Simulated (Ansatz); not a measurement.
Question: Each is relaxed and computed with plane-wave PAW PBEsol (Ansatz code). Which is the only one with a gap?
(A) BaAl2Ge2, I4/mmm (Ge on 4e, Ba on 2a, Al on 4d)
(B) BaCuTeF, P4/nmm (Ba on 2c, Cu on 2a, Te on 2c, F on 2b)
(C) BaCd2Ge2, I4/mmm (Ge on 4e, Cd on 4d, Ba on 2a)
(D) MnCuAs, P4/nmm (Mn on 2c, Cu on 2b, As on 2c)

Answer: B, BaCuTeF, P4/nmm (Ba on 2c, Cu on 2a, Te on 2c, F on 2b). BaCuTeF: gap 0.85 eV (direct); MnCuAs: metal; BaAl2Ge2: metal; BaCd2Ge2: metal. Spin orders computed, not proven ground states: MnCuAs, P4/nmm (Mn on 2c, Cu on 2b, As on 2c) antiferromagnetic. Standing as an ambient phase not checked: BaCuTeF, P4/nmm (Ba on 2c, Cu on 2a, Te on 2c, F on 2b); MnCuAs, P4/nmm (Mn on 2c, Cu on 2b, As on 2c); BaAl2Ge2, I4/mmm (Ge on 4e, Ba on 2a, Al on 4d); BaCd2Ge2, I4/mmm (Ge on 4e, Cd on 4d, Ba on 2a). All cells were relaxed under the symmetry of their starts (and spin orders); stability against distortions was not tested throughout. Cells of antiferromagnets are given as chemical subcells. Rows with no word on spin ran without spin polarisation. Spin–orbit coupling is left out wherever it is not named.

Potentials: the later of the program's two PAW sets.
